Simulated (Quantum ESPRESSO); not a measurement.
Parts of the isotropic shielding in HfSiO$_{4}$, by PBE GIPAW on JTH datasets (Quantum ESPRESSO, modified build), 22.5 Ha, k-mesh 3×3×3 shifted:

```
CELL_PARAMETERS angstrom
     -3.27670     3.27670     2.98224
      3.27670    -3.27670     2.98224
      3.27670     3.27670    -2.98224
ATOMIC_POSITIONS crystal
  Hf 0.00000 0.00000 0.00000
  Hf 0.75000 0.25000 0.50000
  Si 0.25000 0.75000 0.50000
  Si 0.50000 0.50000 0.00000
  O  0.13409 0.31920 0.81489
  O  0.06920 0.75431 0.68511
  O  0.50431 0.31920 0.18511
  O  0.06920 0.38409 0.31489
  O  0.61591 0.93080 0.68511
  O  0.68080 0.86591 0.18511
  O  0.24569 0.93080 0.31489
  O  0.68080 0.49569 0.81489
```
The cell comes from the Materials Project (a computed structure). It is HfSiO4 in I4₁/amd; whether this form has been observed was not checked. Stability against distortions was not tested. The run has no spin polarisation.

The core term is that of the free atom's frozen core; the paramagnetic column sums the reconstruction terms. These are absolute shieldings with no macroscopic susceptibility term; δ = σ_ref − σ needs a reference computed alike. By our sweeps, such settings leave a few ppm in absolute σ on light atoms and up to some 20 ppm from Zn on. No spin–orbit coupling; Hf is the heaviest element present. No d partial waves on Si: the paramagnetic term there is incompletely reconstructed.

```csv
site,core,bare (smooth current),diamagnetic correction,paramagnetic corrections,σ_iso (ppm)
"Si (atoms 3, 4)",837.8,-26.1,3.1,(withheld),(withheld)
"O (atoms 5, 6, 7, 8, 9, 10, …)",271.1,29.8,26.8,(withheld),(withheld)
```

Task: Fill in the missing entries.

Result: 
- Si (atoms 3, 4), paramagnetic corrections: -406.6
- Si (atoms 3, 4), σ_iso (ppm): 408.2
- O (atoms 5, 6, 7, 8, 9, 10, …), paramagnetic corrections: -237.0
- O (atoms 5, 6, 7, 8, 9, 10, …), σ_iso (ppm): 90.6
